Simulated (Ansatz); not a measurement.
Input, command and steps of an Ansatz relaxation.

```yaml
crystal:
  lattice:
    - [4.2274218587, 0.0, 0.0]
    - [0.0, 4.2274218587, 0.0]
    - [0.0, 0.0, 5.4631311641]
  atoms:
    - { symbol: "N", position: [0.9076743876, 0.9076743876, 0.0] }
    - { symbol: "N", position: [0.5923256124, 0.4076743876, 0.5] }
    - { symbol: "N", position: [0.0923256124, 0.0923256124, 0.0] }
    - { symbol: "N", position: [0.4076743876, 0.5923256124, 0.5] }
basis:
  ecutwfc: 500
kpoints:
  mp_grid: { grid: [6, 6, 4] }
hamiltonian:
  xc: r2scan
scf:
  occupations: { method: gaussian, width: 0.02 }
output:
  forces: true
  stress: true
  eigenvalues: true
relax:
  adjacent_minimum: "off"
  f_tol: 0.01
  max_steps: 30
  cell: { stress_tol: 0.1, fix: [volume] }
```

```bash
ansatz run input.yaml --threads 1 --pin off --max-ram 2560MiB --backend cpu --events-out ev --progress --plain --runs-dir out
```

Computed with Ansatz, DFT r2SCAN, scalar-relativistic, plane waves, PAW.

The volume is held at 1.03 times that of the relaxed cell.

Of 4 frames 3 are shown, positions in Å and forces in eV/Å; the SCF threshold varies from step to step. Steps run on the plane waves of an earlier cell, with a Pulay correction in the pressure. The basis is chosen afresh for the last frame, the zero of the energies, and at times for earlier ones too; energy and pressure step there, also at an unchanged geometry.

```xyz
4
Lattice="4.2274 0.0000 0.0000 0.0000 4.2274 0.0000 0.0000 0.0000 5.4631" Properties=species:S:1:pos:R:3:forces:R:3 pbc="T T T" step=1 free_energy_over_end_meV_per_atom=4.28 pressure_GPa=-1.91
N     3.8371    3.8371    0.0000    1.1033    1.1033    0.0000
N     2.5040    1.7234    2.7316   -1.1033    1.1033    0.0000
N     0.3903    0.3903    0.0000   -1.1033   -1.1033    0.0000
N     1.7234    2.5040    2.7316    1.1033   -1.1033    0.0000
4
Lattice="4.2281 0.0000 0.0000 0.0000 4.2281 0.0000 0.0000 0.0000 5.4613" Properties=species:S:1:pos:R:3:forces:R:3 pbc="T T T" step=2 free_energy_over_end_meV_per_atom=0.06 pressure_GPa=0.18
N     3.8421    3.8421    0.0000   -0.1284   -0.1284    0.0000
N     2.5001    1.7280    2.7307    0.1284   -0.1284    0.0000
N     0.3860    0.3860    0.0000    0.1284    0.1284    0.0000
N     1.7280    2.5001    2.7307   -0.1284    0.1284    0.0000
4
Lattice="4.2286 0.0000 0.0000 0.0000 4.2286 0.0000 0.0000 0.0000 5.4600" Properties=species:S:1:pos:R:3:forces:R:3 pbc="T T T" step=4 free_energy_over_end_meV_per_atom=0.00 pressure_GPa=-0.04
N     3.8422    3.8422    0.0000    0.0052    0.0052    0.0000
N     2.5008    1.7278    2.7300   -0.0052    0.0052    0.0000
N     0.3865    0.3865    0.0000   -0.0052   -0.0052    0.0000
N     1.7278    2.5008    2.7300    0.0052   -0.0052    0.0000
```

Time: 10 s on 1 thread of Intel(R) Xeon(R) 6975P-C (Granite Rapids), on a shared host, peak memory 0.61 GiB.

The cell holds molecules, and r2SCAN describes their binding at middle range but leaves out its long-range dispersion part.